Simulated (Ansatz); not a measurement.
Task: GaMo3N (anti-perovskite, Pm-3m) is relaxed with the program Ansatz at the PBE level (PAW). What lattice parameters of the conventional cell result?

Result: a = 4.103 Å.

Task: Is it a metal or does it have a gap at this level?

Result: No gap at this level.

The start of the workflow was typed in or built on a structure type; neither database checked (COD, Materials Project) lists it. Its standing as an ambient phase is unchecked. Symmetry was held in the PBE relaxation; its stability against distortions is not shown here. The workflow began spin-polarised and lost its moments. The volume moved by 15 % from the start of the relaxation. Scalar-relativistic: spin–orbit coupling is off unless named, which matters more the heavier the elements.

Potentials: the later of the program's two PAW sets.
